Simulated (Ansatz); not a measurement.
Relaxed InP (zinc blende):

```
InP
1.0
    0.00000     2.97977     2.97977
    2.97977     0.00000     2.97977
    2.97977     2.97977     0.00000
P In
1 1
Direct
  0.75000   0.75000   0.75000
  0.00000   0.00000   0.00000
```

In this cell atom 1 (P, nearest neighbour In at 2.581 Å; its periodic images, 4.2 Å or more away, move with it) is moved by s along Cartesian z, unit vector (0.000, 0.000, 1.000); all other atoms and the cell stay fixed.

The numbers are results of PBE (plane waves to 420 eV, PAW, scalar-relativistic; Ansatz, a first-principles code), not measurements. k mesh 8×8×8 (Γ-centred), Fermi-Dirac smearing 0.05 eV. Energies are smeared free energies. Stress and pressure are positive under compression. InP was relaxed with its symmetry unable to fall. ΔE is measured from the undisplaced structure.

```tsv
s (Å)	ΔE (eV/cell)	P (GPa)
-0.260	0.2385	?
-0.208	?	0.92
-0.156	0.0873	0.52
-0.104	?	0.23
-0.052	0.0098	0.05
0.000	0.0000	-0.01
0.052	0.0098	0.05
0.104	?	0.23
0.156	0.0873	0.52
0.208	?	0.92
0.260	0.2385	?
```

**Question.** Complete the blanks.

**Answer.** 
- -0.260, P (GPa): 1.44
- -0.208, ΔE (eV/cell): 0.1541
- -0.104, ΔE (eV/cell): 0.0390
- 0.104, ΔE (eV/cell): 0.0390
- 0.208, ΔE (eV/cell): 0.1541
- 0.260, P (GPa): 1.44

(A displaced cell: forces are minus the slopes of the energy, force constants its curvatures, and phonons follow from these.)
